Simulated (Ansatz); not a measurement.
The start is a randomly generated symmetric cell of TaAs (space group No. 191). A full variable-cell relaxation at zero pressure is run with r2SCAN (plane waves to 500 eV, PAW, scalar-relativistic; Ansatz, a quantum-chemistry and plane-wave program). The first steps use a coarse 8×8×5 k-mesh.

Initial structure:
```
TaAs
1.0
    3.27536     0.00000     0.00000
   -1.63768     2.83655     0.00000
    0.00000     0.00000     4.83062
As Ta
1 1
Direct
  0.00000   0.00000   0.50000
  0.00000   0.00000   0.00000
```

How large is the pressure on the unrelaxed cell, and of which sign?

-3 GPa (negative: the cell is under tension).

By how much does the energy per atom fall from start to end?

0.30 to 0.32 eV/atom (the two k-meshes of the run give this range).

How does the volume change?

-12.9 %, from 22.44 to 19.55 Å³/atom.

Is the relaxed structure metallic? Give its gap.

Zero (metallic).

What does it relax into? Give the structure.


Space group P6/mmm (No. 191); a = b = 2.967 Å, c = 5.130 Å, α = β = 90.00°, γ = 120.00°

```
atom  site  symmetry       x       y       z
----  ----  --------  ------  ------  ------
As      1b     6/mmm  0.0000  0.0000  0.5000
Ta      1a     6/mmm  0.0000  0.0000  0.0000
```

The space group stays P6/mmm (No. 191) (the run could not lower it), with 2 atoms in the primitive cell. Final values are on a 18×18×9 k-mesh of the relaxed cell. No spin polarisation in the result.

The run could not lose the symmetry of its start, so the end can be a saddle point.

All atoms sit on sites fixed by symmetry, so only the cell could relax.

The relaxed structure here is a generated cell of TaAs: the first start was made by a random draw of sites in a space group, and the end was not matched to a known phase here, so it may be hypothetical. Known forms of TaAs include space group No. 109.
